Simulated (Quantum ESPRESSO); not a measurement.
# Kohn-Sham bands of MoSe₂ (R3m)

```
MoSe2
1.0
   -1.66007     2.87533     0.00000
   -3.32014     0.00000     0.00000
   -1.66007     0.95844     6.85979
Mo Se
1 2
Direct
  0.66676   0.66676   0.99972
  0.41385   0.41385   0.75846
  0.25306   0.25306   0.24081
```

Cell from Materials Project (mp-7581), symmetrised, no further relaxation. Not found in the COD (Crystallography Open Database) copy used, which has the formula in other groups; not checked further. Method: PBEsol plane waves in Quantum ESPRESSO 7.5 (PseudoDojo norm-conserving files, 69 Ry, spinors with spin-orbit coupling), Bloch states on a 6×6×6 mesh through Γ, Wannier90 4.0.1. Density: 12×12×12 mesh, cold smearing 0.01 Ry. The cell is built of weakly bound layers, chains or molecules, whose nearest atoms lie 4.04 Å apart. Database cells relaxed without dispersion often hold them too far apart, which can enlarge gaps and weakens couplings between them; spacing and stacking were not compared with the measured crystal.

Energies are relative to the valence-band maximum; weights are on the orthonormalised atomic waves of the pseudopotential files, averaged over the group. 46 electrons a cell are treated as valence.

```csv
bands,from (eV),to (eV),filling,weight on atomic waves
1–2,-60.99,-60.96,filled,?
3–10,-48.24,-48.19,filled,?
11–22,-47.36,-47.29,filled,?
23–24,-36.87,-36.78,filled,?
25–28,-34.42,-34.21,filled,?
29–32,-14.56,-12.39,filled,?
33–46,-6.04,0.00,filled,?
47–54,1.06,4.12,empty,?
```

Problem. Which atomic shells make up each group?

Solution. 
- 1–2, weight on atomic waves: Mo 4s 97 %
- 3–10, weight on atomic waves: Se 3d 100 %
- 11–22, weight on atomic waves: Se 3d 100 %
- 23–24, weight on atomic waves: Mo 4p 99 %
- 25–28, weight on atomic waves: Mo 4p 99 %
- 29–32, weight on atomic waves: Se 4s 81 %, Mo 4d 8 %, Mo 5s 7 %
- 33–46, weight on atomic waves: Se 4p 59 %, Mo 4d 35 %
- 47–54, weight on atomic waves: Mo 4d 55 %, Se 4p 38 %

The Kohn-Sham gap over both meshes and the path is 1.06 eV.
